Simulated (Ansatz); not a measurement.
Values for one crystal, relaxed and computed with plane-wave PAW r²SCAN (Ansatz code); other levels are named.

```yaml
volume_per_atom: 16.55 Å³
electronic_character: metallic (no gap)
Formation energy from the elements (no fitted shifts): -0.98 eV/atom
Density of states at the Fermi level: 0.42 states/eV per atom (mean over ±0.08 eV)
```

Task: Which of these materials gives this?
A) YSi2Ru2, I4/mmm (Y on 2a, Si on 4e, Ru on 4d)
B) InSb, P-6m2 (In on 1a, Sb on 1f)
C) LuTiGe, P4/nmm (Lu on 2c, Ti on 2a, Ge on 2c)
D) YSi2, fluorite

Result: A, YSi2Ru2, I4/mmm (Y on 2a, Si on 4e, Ru on 4d)

The first step of the workflow began from a Materials Project structure, measured or hypothetical; the Crystallography Open Database files this formula in space group No. 139, but the cells were not matched. Its standing as an ambient phase is unchecked. Symmetry was held in the r²SCAN relaxation; its stability against distortions is not shown here. No spin polarisation was allowed. The references are the lowest solids computed at this level, not always the standard phases. Spin–orbit coupling is left out wherever it is not named.

Potentials: the later of the program's two PAW sets.
